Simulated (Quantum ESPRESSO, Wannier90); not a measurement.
**Wannier functions of CdTe (zinc blende)**

Materials Project entry mp-406; symmetrised, unrelaxed at this level. COD (Crystallography Open Database) has the formula in 2 space groups, this one among them (matched by group alone). Level: PBEsol, no spin polarisation, no spin-orbit coupling; pw.x of Quantum ESPRESSO at 82 Ry with PseudoDojo potentials, 8×8×8 k-points, Wannier90. Density: 8×8×8 mesh, Gaussian smearing 0.01 Ry. Spin-orbit coupling is left out although heavy elements are present.

Input w.win:

```
num_bands = 17
num_wann = 8
exclude_bands = 1-9,11-15
num_iter = 0
conv_tol = 1.0e-6
conv_window = 4
dis_num_iter = 1000
dis_conv_tol = 1.0e-6
dis_froz_max = 9.01
write_hr = true
write_u_matrices = true
begin projections
Cd: s;p
Te: s;p
end projections
begin unit_cell_cart
ang
    0.0000000000    3.2821150000    3.2821150000
    3.2821150000    0.0000000000    3.2821150000
    3.2821150000    3.2821150000    0.0000000000
end unit_cell_cart
begin atoms_frac
Cd   0.0000000000  0.0000000000  0.0000000000
Te  -0.2500000000 -0.2500000000 -0.2500000000
end atoms_frac
mp_grid = 8 8 8
begin kpoints
0.0000000000 0.0000000000 0.0000000000
0.0000000000 0.0000000000 0.1250000000
0.0000000000 0.0000000000 0.2500000000
... (509 more lines: the 8x8x8 mesh through Gamma)
end kpoints
```

On the energy scale of pw.x, whose zero is arbitrary, the valence-band maximum lies at 6.97 eV. Lines of w_hr.dat (R1 R2 R3 m n Re Im, eV) for R = 0 and one of the shortest lattice vectors, rounded to 0.01 eV, lines under 0.02 eV left out; orbitals in order: Cd1 s, Cd1 pz, Cd1 px, Cd1 py, Te2 s, Te2 pz, Te2 px, Te2 py.

```
    0    0    0    1    1     6.56     0.00
    0    0    0    5    1    -1.12     0.00
    0    0    0    6    1    -1.04     0.00
    0    0    0    7    1    -1.04     0.00
    0    0    0    8    1    -1.04     0.00
    0    0    0    2    2    11.60     0.00
    0    0    0    5    2     1.07     0.00
    0    0    0    6    2     0.16     0.00
    0    0    0    7    2     1.11     0.00
    0    0    0    8    2     1.11     0.00
    0    0    0    3    3    11.60     0.00
    0    0    0    5    3     1.07     0.00
    0    0    0    6    3     1.11     0.00
    0    0    0    7    3     0.16     0.00
    0    0    0    8    3     1.11     0.00
    0    0    0    4    4    11.60     0.00
    0    0    0    5    4     1.07     0.00
    0    0    0    6    4     1.11     0.00
    0    0    0    7    4     1.11     0.00
    0    0    0    8    4     0.16     0.00
    0    0    0    1    5    -1.12     0.00
    0    0    0    2    5     1.07     0.00
    0    0    0    3    5     1.07     0.00
    0    0    0    4    5     1.07     0.00
    0    0    0    5    5    -2.20     0.00
    0    0    0    1    6    -1.04     0.00
    0    0    0    2    6     0.16     0.00
    0    0    0    3    6     1.11     0.00
    0    0    0    4    6     1.11     0.00
    0    0    0    6    6     7.53     0.00
    0    0    0    1    7    -1.04     0.00
    0    0    0    2    7     1.11     0.00
    0    0    0    3    7     0.16     0.00
    0    0    0    4    7     1.11     0.00
    0    0    0    7    7     7.53     0.00
    0    0    0    1    8    -1.04     0.00
    0    0    0    2    8     1.11     0.00
    0    0    0    3    8     1.11     0.00
    0    0    0    4    8     0.16     0.00
    0    0    0    8    8     7.53     0.00
   -1    0    0    1    1    -0.07     0.00
   -1    0    0    2    1     0.06     0.00
   -1    0    0    3    1     0.07     0.00
   -1    0    0    4    1     0.06     0.00
   -1    0    0    5    1    -1.12     0.00
   -1    0    0    6    1     1.04     0.00
   -1    0    0    7    1    -1.04     0.00
   -1    0    0    8    1     1.04     0.00
   -1    0    0    1    2    -0.06     0.00
   -1    0    0    2    2     0.13     0.00
   -1    0    0    3    2    -0.09     0.00
   -1    0    0    4    2     0.10     0.00
   -1    0    0    5    2    -1.07     0.00
   -1    0    0    6    2     0.16     0.00
   -1    0    0    7    2    -1.11     0.00
   -1    0    0    8    2     1.11     0.00
   -1    0    0    1    3     0.07     0.00
   -1    0    0    2    3     0.09     0.00
   -1    0    0    3    3    -0.31     0.00
   -1    0    0    4    3     0.09     0.00
   -1    0    0    5    3     1.07     0.00
   -1    0    0    6    3    -1.11     0.00
   -1    0    0    7    3     0.16     0.00
   -1    0    0    8    3    -1.11     0.00
   -1    0    0    1    4    -0.06     0.00
   -1    0    0    2    4     0.10     0.00
   -1    0    0    3    4    -0.09     0.00
   -1    0    0    4    4     0.13     0.00
   -1    0    0    5    4    -1.07     0.00
   -1    0    0    6    4     1.11     0.00
   -1    0    0    7    4    -1.11     0.00
   -1    0    0    8    4     0.16     0.00
   -1    0    0    3    5    -0.05     0.00
   -1    0    0    6    5    -0.04     0.00
   -1    0    0    7    5    -0.08     0.00
   -1    0    0    8    5    -0.04     0.00
   -1    0    0    3    6    -0.04     0.00
   -1    0    0    4    6     0.02     0.00
   -1    0    0    5    6     0.04     0.00
   -1    0    0    8    6    -0.05     0.00
   -1    0    0    3    7    -0.02     0.00
   -1    0    0    5    7    -0.08     0.00
   -1    0    0    7    7    -0.14     0.00
   -1    0    0    2    8     0.02     0.00
   -1    0    0    3    8    -0.04     0.00
   -1    0    0    5    8     0.04     0.00
   -1    0    0    6    8    -0.05     0.00
```
